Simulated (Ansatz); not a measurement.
The elements of this relaxed trial crystal are hidden behind letters.

```
lattice vectors (Å)
  -2.9187    2.9187    5.8285
   2.9187   -2.9187    5.8285
   2.9187    2.9187   -5.8285
fractional positions
X 0.7500 0.2500 0.5000
X 0.5000 0.5000 0.0000
X 0.2500 0.7500 0.5000
Z 0.0000 0.0000 0.0000
Q 0.8671 0.3940 0.0000
Q 0.6060 0.6060 0.4731
Q 0.3940 0.8671 0.0000
Q 0.1329 0.1329 0.5269
```

All numbers below come from Ansatz, DFT PBE, scalar-relativistic, plane waves, PAW. Settings of the last relaxation (8-atom cell): 420 eV, 8×8×8 k points, Gaussian smearing of 0.02 eV, no spin polarisation.

| Quantity | Value |
| --- | --- |
| Space group | I-42m (No. 121) |
| Conventional cell | a = 5.837 Å, c = 11.657 Å |
| Volume per atom | 24.82 Å³ |
| Density | 4.14 g/cm³ |
| Energy over the elements | −0.421 eV/atom |
| Gap on the 8×8×8 mesh of the 8-atom cell | 1.15 eV |

Energies are uncorrected and count from the elements' standard states at the same level.

**Question.** X is a p-block element of period 3, Z is a p-block element of period 5 and Q is a p-block element of period 4. Which elements are they?

**Answer.** X = Al, Z = In, Q = As, so the formula is Al3InAs4. Density times volume gives a mean mass of 4.14 × 24.82/1.6605 = 61.9 u per atom, and this set has 61.9 u. Among the elements that the hints allow, noble gases aside, only these give it. Al on a site of symmetry -4 has 4 As at 2.49 Å; In is surrounded by 4 As at 2.65 Å; As is surrounded by 3 Al at 2.48–2.49 Å and 1 In at 2.65 Å; 1 more site not described.

Kohn–Sham gaps at this level usually fall short of measured ones. A later test with randomly moved atoms came back to the same energy, though modes that don't fit the test's cell weren't probed.
